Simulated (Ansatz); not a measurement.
CrO₂:
```yaml
crystal:
  lattice:
    - [4.44420, 0.00000, 0.00000]
    - [0.00000, 4.44420, 0.00000]
    - [0.00000, 0.00000, 2.92159]
  atoms:
    - { symbol: Cr, position: [0.00000, 0.00000, 0.00000], spin: 2.1 }
    - { symbol: Cr, position: [0.50000, 0.50000, 0.50000], spin: 2.1 }
    - { symbol: O, position: [0.30366, 0.30366, 0.00000], spin: -0.1 }
    - { symbol: O, position: [0.19634, 0.80366, 0.50000], spin: -0.1 }
    - { symbol: O, position: [0.69634, 0.69634, 0.00000], spin: -0.1 }
    - { symbol: O, position: [0.80366, 0.19634, 0.50000], spin: -0.1 }
```

Relaxed with PBE.

Problem. Which orbitals make up the states near the Fermi level in PBE (plane waves, PAW; program Ansatz)?

Solution. Within 0.5 eV of the Fermi level: Cr 3d 61 %, O 2p 36 %. Projections are on Löwdin-orthogonalised atomic valence shells; empty p or d shells of many metals are not among them.

Problem. Tabulate the density of states.

Solution. States/eV per cell of 6 atoms, in 0.25 eV bins, energy from the Fermi level.

| E (eV) | total | O 2p | Cr 3d | O 2s |
|---|---|---|---|---|
| -7.70 | 0.00 | 0.00 | 0.00 | 0.00 |
| -7.45 | 0.08 | 0.05 | 0.02 | 0.00 |
| -7.20 | 0.50 | 0.33 | 0.15 | 0.00 |
| -6.95 | 0.97 | 0.65 | 0.27 | 0.01 |
| -6.70 | 2.11 | 1.43 | 0.59 | 0.02 |
| -6.45 | 3.54 | 2.47 | 0.93 | 0.02 |
| -6.20 | 5.46 | 3.91 | 1.36 | 0.02 |
| -5.95 | 5.92 | 4.24 | 1.51 | 0.02 |
| -5.70 | 6.14 | 4.33 | 1.67 | 0.02 |
| -5.45 | 4.10 | 2.76 | 1.26 | 0.02 |
| -5.20 | 4.40 | 2.93 | 1.36 | 0.03 |
| -4.95 | 4.42 | 3.05 | 1.24 | 0.05 |
| -4.70 | 3.56 | 2.58 | 0.86 | 0.05 |
| -4.45 | 3.81 | 2.81 | 0.85 | 0.06 |
| -4.20 | 4.53 | 3.50 | 0.86 | 0.07 |
| -3.95 | 5.57 | 4.47 | 0.89 | 0.08 |
| -3.70 | 5.41 | 4.35 | 0.88 | 0.06 |
| -3.45 | 4.93 | 3.86 | 0.94 | 0.05 |
| -3.20 | 4.92 | 3.80 | 1.00 | 0.04 |
| -2.95 | 4.48 | 3.43 | 0.95 | 0.03 |
| -2.70 | 4.54 | 3.60 | 0.87 | 0.02 |
| -2.45 | 3.68 | 2.92 | 0.71 | 0.02 |
| -2.20 | 3.87 | 3.18 | 0.63 | 0.02 |
| -1.95 | 4.30 | 3.72 | 0.53 | 0.02 |
| -1.70 | 2.87 | 2.51 | 0.32 | 0.01 |
| -1.45 | 1.39 | 1.01 | 0.37 | 0.00 |
| -1.20 | 1.61 | 0.57 | 1.01 | 0.00 |
| -0.95 | 2.51 | 0.79 | 1.66 | 0.01 |
| -0.70 | 5.84 | 1.28 | 4.38 | 0.04 |
| -0.45 | 3.61 | 1.03 | 2.48 | 0.01 |
| -0.20 | 2.54 | 0.87 | 1.59 | 0.01 |
| 0.05 | 1.05 | 0.41 | 0.61 | 0.00 |
| 0.30 | 1.70 | 0.71 | 0.92 | 0.00 |
| 0.55 | 2.48 | 1.05 | 1.33 | 0.00 |
| 0.80 | 3.64 | 1.19 | 2.31 | 0.00 |
| 1.05 | 2.29 | 0.32 | 1.92 | 0.01 |
| 1.30 | 2.85 | 0.23 | 2.56 | 0.02 |
| 1.55 | 3.76 | 0.39 | 3.24 | 0.06 |
| 1.80 | 4.16 | 0.56 | 3.32 | 0.17 |
| 2.05 | 6.01 | 0.96 | 4.71 | 0.19 |
| 2.30 | 5.83 | 1.04 | 4.49 | 0.13 |
| 2.55 | 3.50 | 0.93 | 2.30 | 0.13 |
| 2.80 | 1.90 | 0.54 | 1.16 | 0.13 |
| 3.05 | 2.56 | 0.54 | 1.69 | 0.24 |
| 3.30 | 3.16 | 0.85 | 1.99 | 0.22 |
| 3.55 | 3.82 | 1.28 | 2.26 | 0.17 |
| 3.80 | 3.16 | 1.05 | 1.88 | 0.15 |
| 4.05 | 3.51 | 1.25 | 2.04 | 0.12 |
| 4.30 | 2.80 | 0.93 | 1.70 | 0.09 |
| 4.55 | 2.47 | 0.85 | 1.51 | 0.05 |
| 4.80 | 1.50 | 0.53 | 0.90 | 0.03 |

Space group P4_2/mnm (rutile). Symmetry was held in the PBE relaxation. Magnetic state: ferromagnetic, chosen from 5 collinear starts compared on coarse meshes (ties went to the first, and starts can fall back to one state), not a proven ground state. Textbook magnetic order: ferromagnetic. No Hubbard U is applied. The compound may be a true metal, but semilocal functionals without U, or a wrong spin order, can also close a gap.

Potentials: the later of the program's two PAW sets.
